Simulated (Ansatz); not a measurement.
**Question.** Each is relaxed and computed with r²SCAN in the plane-wave PAW code Ansatz. Which is the only one with a gap?
A) Si2Ni6B, P-62m (B on 1b, Si on 2c, Ni on 3g, Ni on 3f)
B) RbBH4, F-43m (Rb on 4a, B on 4b, H on 16e)
C) LuBRh3, cubic perovskite
D) Ni2H, P3m1 (Ni on 1c, Ni on 1b, H on 1a)

**Answer.** B, RbBH4, F-43m (Rb on 4a, B on 4b, H on 16e). RbBH4: gap 6.49 eV (indirect); Ni2H: metal; LuBRh3: metal; Si2Ni6B: metal. Spin orders computed, not proven ground states: Ni2H, P3m1 (Ni on 1c, Ni on 1b, H on 1a) ferromagnetic. Standing as an ambient phase not checked: RbBH4, F-43m (Rb on 4a, B on 4b, H on 16e); Ni2H, P3m1 (Ni on 1c, Ni on 1b, H on 1a); LuBRh3, cubic perovskite; Si2Ni6B, P-62m (B on 1b, Si on 2c, Ni on 3g, Ni on 3f). Began spin-polarised and lost the moments: Si2Ni6B, P-62m (B on 1b, Si on 2c, Ni on 3g, Ni on 3f). All cells were relaxed under the symmetry of their starts (and spin orders); stability against distortions was not tested throughout. Rows with no word on spin ran without spin polarisation. Scalar-relativistic: spin–orbit coupling is off unless named, which matters more the heavier the elements.

Potentials: the later of the program's two PAW sets.
